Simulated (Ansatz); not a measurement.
Fe:
```cif
data_Fe
_chemical_formula_sum 'Fe1'
_space_group_name_H-M_alt 'P 1'
_space_group_IT_number 1
_cell_length_a 2.47699
_cell_length_b 2.47699
_cell_length_c 2.47699
_cell_angle_alpha 109.471
_cell_angle_beta 109.471
_cell_angle_gamma 109.471
loop_
_space_group_symop_operation_xyz
  'x, y, z'
loop_
_atom_site_label
_atom_site_type_symbol
_atom_site_fract_x
_atom_site_fract_y
_atom_site_fract_z
_atom_site_occupancy
Fe1 Fe 0.00000 0.00000 0.00000 1
```
Starting moments (μB, in the order of the atoms Fe): 2.8.

Relaxed with r²SCAN+D4.

Problem. Which orbitals make up the states near the Fermi level in DFT-r²SCAN+D4 in the program Ansatz with PAW potentials?

Solution. Within 0.5 eV of the Fermi level: Fe 3d 85 %, Fe 4s 8 %, outside the projected shells 7 %. Projections are on Löwdin-orthogonalised atomic valence shells; empty p or d shells of many metals are not among them.

Problem. Tabulate the density of states.

Solution. States/eV per cell of 1 atom, in 0.25 eV bins, energy from the Fermi level.

| E (eV) | total | Fe 3d | Fe 4s |
|---|---|---|---|
| -7.85 | 0.07 | 0.00 | 0.07 |
| -7.60 | 0.08 | 0.00 | 0.08 |
| -7.35 | 0.09 | 0.00 | 0.09 |
| -7.10 | 0.10 | 0.00 | 0.09 |
| -6.85 | 0.11 | 0.01 | 0.10 |
| -6.60 | 0.13 | 0.01 | 0.11 |
| -6.35 | 0.14 | 0.01 | 0.12 |
| -6.10 | 0.16 | 0.02 | 0.14 |
| -5.85 | 0.19 | 0.03 | 0.15 |
| -5.60 | 0.23 | 0.06 | 0.17 |
| -5.35 | 0.51 | 0.29 | 0.21 |
| -5.10 | 0.75 | 0.52 | 0.22 |
| -4.85 | 0.97 | 0.74 | 0.21 |
| -4.60 | 1.17 | 0.95 | 0.20 |
| -4.35 | 0.77 | 0.63 | 0.13 |
| -4.10 | 1.05 | 0.92 | 0.11 |
| -3.85 | 1.75 | 1.61 | 0.11 |
| -3.60 | 1.26 | 1.10 | 0.14 |
| -3.35 | 1.51 | 1.31 | 0.16 |
| -3.10 | 1.77 | 1.55 | 0.18 |
| -2.85 | 0.88 | 0.72 | 0.13 |
| -2.60 | 0.96 | 0.82 | 0.10 |
| -2.35 | 1.14 | 1.03 | 0.07 |
| -2.10 | 1.84 | 1.76 | 0.04 |
| -1.85 | 2.65 | 2.60 | 0.02 |
| -1.60 | 2.52 | 2.42 | 0.03 |
| -1.35 | 1.90 | 1.72 | 0.04 |
| -1.10 | 1.95 | 1.76 | 0.05 |
| -0.85 | 1.94 | 1.74 | 0.07 |
| -0.60 | 1.52 | 1.29 | 0.09 |
| -0.35 | 1.00 | 0.83 | 0.07 |
| -0.10 | 0.78 | 0.69 | 0.05 |
| 0.15 | 0.69 | 0.61 | 0.06 |
| 0.40 | 0.37 | 0.30 | 0.06 |
| 0.65 | 0.30 | 0.21 | 0.06 |
| 0.90 | 0.33 | 0.24 | 0.06 |
| 1.15 | 0.41 | 0.31 | 0.06 |
| 1.40 | 0.59 | 0.49 | 0.06 |
| 1.65 | 0.77 | 0.66 | 0.06 |
| 1.90 | 0.90 | 0.79 | 0.06 |
| 2.15 | 1.16 | 1.05 | 0.06 |
| 2.40 | 1.34 | 1.23 | 0.05 |
| 2.65 | 1.36 | 1.25 | 0.05 |
| 2.90 | 2.66 | 2.53 | 0.06 |
| 3.15 | 0.99 | 0.86 | 0.07 |
| 3.40 | 0.50 | 0.36 | 0.07 |
| 3.65 | 0.38 | 0.23 | 0.08 |
| 3.90 | 0.33 | 0.18 | 0.07 |
| 4.15 | 0.31 | 0.15 | 0.07 |
| 4.40 | 0.28 | 0.13 | 0.07 |
| 4.65 | 0.26 | 0.11 | 0.06 |

Space group Im-3m (bcc (W type)). The cell was relaxed with r²SCAN+D4 under the symmetry of its start. Spin order of the final state: ferromagnetic, chosen from 3 collinear starts compared on coarse meshes (ties went to the first, and starts can fall back to one state), not a proven ground state. Textbook magnetic order: ferromagnetic. Other orbital occupations within this spin state were not tried. For itinerant 3d metals, meta-GGAs of the SCAN family and hybrids are commonly reported to give too large moments. The pairwise dispersion correction was not fitted to metals.

Potentials: the earlier of the program's two PAW sets.
